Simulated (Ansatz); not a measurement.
ZnIn2O4:
```
ZnIn2O4
1.0
    0.00000     4.46374     4.46374
    4.46374     0.00000     4.46374
    4.46374     4.46374     0.00000
In Zn O
4 2 8
Direct
  0.62500   0.62500   0.62500
  0.12500   0.62500   0.62500
  0.62500   0.12500   0.62500
  0.62500   0.62500   0.12500
  0.25000   0.25000   0.25000
  0.00000   0.00000   0.00000
  0.86901   0.86901   0.86901
  0.39297   0.86901   0.86901
  0.86901   0.39297   0.86901
  0.86901   0.86901   0.39297
  0.38099   0.38099   0.38099
  0.85703   0.38099   0.38099
  0.38099   0.85703   0.38099
  0.38099   0.38099   0.85703
```

Relaxed with r²SCAN.

**Question.** Give the Bader charges and basin volumes of the independent atoms, plane-wave PAW r²SCAN (Ansatz code).

**Answer.** 

```json
[
 {"atom": "In1", "Bader charge (e)": "+1.92", "Bader volume (Å³)": "11.4"},
 {"atom": "Zn5", "Bader charge (e)": "+1.34", "Bader volume (Å³)": "11.8"},
 {"atom": "O7", "Bader charge (e)": "-1.30", "Bader volume (Å³)": "13.6"}
]
```

Space group Fd-3m (spinel). A made-up cell: these elements were put on the sites of a structure type; the Crystallography Open Database copy checked does not list it. Whether it is the stable phase at ambient conditions was not checked. The cell was relaxed with r²SCAN under the symmetry of its start; whether a distortion lowers the energy is not shown.

Potentials: the earlier of the program's two PAW sets. The files were generated under PBE; for other functionals the program regenerates the frozen cores, and for LDA and PBEsol the local potential too.
